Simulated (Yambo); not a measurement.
Yambo run on ZnSO4 (space group F-43m, No. 216). The wavefunctions are norm-conserving PBEsol (Quantum ESPRESSO, 84 Ry, no spin-orbit coupling) ones on a 2×2×2 mesh (25 occupied bands); a = b = c = 5.477 Å, α = β = γ = 60.00°.

Yambo input:

```
gw0
dyson
el_el_corr
HF_and_locXC
ppa
em1d
EXXRLvcs= 84 Ry
VXCRLvcs= 336 Ry
Chimod= "HARTREE"
% BndsRnXp
 5 | 171 |
%
NGsBlkXp= 7 Ry
% LongDrXp
 1.0 | 1.0 | 1.0 |
%
PPAPntXp= 27.2114 eV
% GbndRnge
 1 | 171 |
%
GTermKind= "BG"
DysSolver= "n"
ExtendOut
% QPkrange
 1 | 1 | 25 | 26 |
 2 | 2 | 25 | 25 |
%
```

k points by index: 1 = Γ, 2 = L.

Table of the .qp output:

```
#    K-point    Band    Eo [eV]    E [eV]    E-Eo [eV]    Vxc [eV]    Vnlxc [eV]    Sc|Eo [eV]    Sc|E [eV]    dSc/dw|Eo [eV]    Re(Z)    Im(Z)
#
    1    25    -0.003701    -1.456970    -1.453269    -20.09758    -25.48646    3.622296    3.935616    -5.866271    0.822650    -0.001025
    1    26    4.756738    6.380892    1.624154    -12.46122    -7.639636    -2.965089    -3.197426    -3.892439    0.874856    -0.760421E-3
    2    25    0.000000    -1.442742    -1.442742    -20.10827    -25.49603    3.633902    3.945010    -5.867352    0.822623    -0.001025
```
(The two width columns are left out.) Convergence of these settings isn't established.

Geometry of the Materials Project entry, not relaxed at this level.
